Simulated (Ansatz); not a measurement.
A geometry of TiNi away from equilibrium: step 13 of the relaxation of a relaxed TiNi cell shaken by Gaussian noise of σ = 0.08 Å a coordinate. Calculation: PBEsol (plane waves to 420 eV, PAW, scalar-relativistic; Ansatz, a first-principles code). Γ-centred k-mesh 13×13×2 on the run's cell (coarser than for final values), Fermi–Dirac smearing 0.05 eV.

```xyz
8
Lattice="3.4290 0.0000 0.0000 -1.7145 1.9907 0.0000 0.0000 0.0000 14.7741" Properties=species:S:1:pos:R:3:forces:R:3 pbc="T T T" free_energy=-33118.010 pressure_GPa=3.3
Ti    -0.0144     1.9744     1.8283    0.0001    0.0009   -0.0003
Ti     1.7002    -0.0143     9.2153    0.0000   -0.0010    0.0000
Ti     1.7001    -0.0145    12.9088   -0.0001   -0.0007    0.0004
Ti    -0.0144     1.9746     5.5218    0.0000    0.0008    0.0000
Ni    -0.0144    -0.0154    -0.0185    0.0000    0.0001    0.0001
Ni    -0.0144    -0.0151     7.3686    0.0000   -0.0002    0.0000
Ni    -0.0143    -0.0139    11.0621    0.0000   -0.0014   -0.0001
Ni     1.7001     1.9739     3.6751    0.0001    0.0015    0.0001
```

Positions in Å, forces in eV/Å, free energy of the cell in eV (comparable only within this code, potentials and settings). Largest force: all forces are below 0.005 eV/Å; the geometry lies 0.06 eV/atom above the end of its relaxation.

No spin polarisation in the result. A magnetic state may lie lower.

Of the parent cell (P6₃/mmc (No. 194)): it is a generated cell of TiNi: the first start was made by placing the elements on the sites of a structure type, and the end was not matched to a known phase here, so it may be hypothetical. Known forms of TiNi include space group No. 221.
